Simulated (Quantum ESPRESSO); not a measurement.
# Kohn-Sham bands of HgO (P3₁21)

```
HgO
1.0
    3.61499     0.00000     0.00000
   -1.80749     3.13067     0.00000
    0.00000     0.00000     8.83537
Hg O
3 3
Direct
  0.24027   0.24027   0.50000
  0.75973   0.00000   0.83333
  0.00000   0.75973   0.16667
  0.54061   0.54061   0.00000
  0.45939   0.00000   0.33333
  0.00000   0.45939   0.66667
```

Cell from Materials Project (mp-7826), symmetrised, no further relaxation. Not found in the COD (Crystallography Open Database) copy used, which has the formula in other groups; not checked further. Computed values, not measurements, from PBEsol: Quantum ESPRESSO (norm-conserving PseudoDojo potentials, cutoff 68 Ry, no spin polarisation, no spin-orbit coupling) on a Γ-centred 6×6×4 mesh, then Wannier90. Density: 12×12×4 mesh, Gaussian smearing 0.01 Ry. The cell is built of weakly bound layers, chains or molecules. Database cells relaxed without dispersion often hold them too far apart, which can enlarge gaps and weakens couplings between them; spacing and stacking were not compared with the measured crystal. Spin-orbit coupling is left out although heavy elements are present.

Energies are relative to the valence-band maximum; weights are on the orthonormalised atomic waves of the pseudopotential files, averaged over the group. 78 electrons a cell are treated as valence.

**Question.** Into which isolated groups do the bands fall, where do they lie and what are they made of?

**Answer.** 
```
bands  from (eV)  to (eV)  filling             weight on atomic waves
-----  ---------  -------  -------  ---------------------------------
1–3      -113.55  -113.55   filled                        Hg 5s 100 %
4–12      -61.96   -61.75   filled                        Hg 5p 100 %
13–15     -17.53   -16.63   filled    O 2s 88 %, Hg 6s 6 %, Hg 5d 5 %
16–30      -7.50    -4.44   filled              Hg 5d 86 %, O 2p 11 %
31–39      -3.72     0.00   filled  O 2p 66 %, Hg 5d 18 %, Hg 6s 13 %
```

The Kohn-Sham gap over both meshes and the path is 1.21 eV.
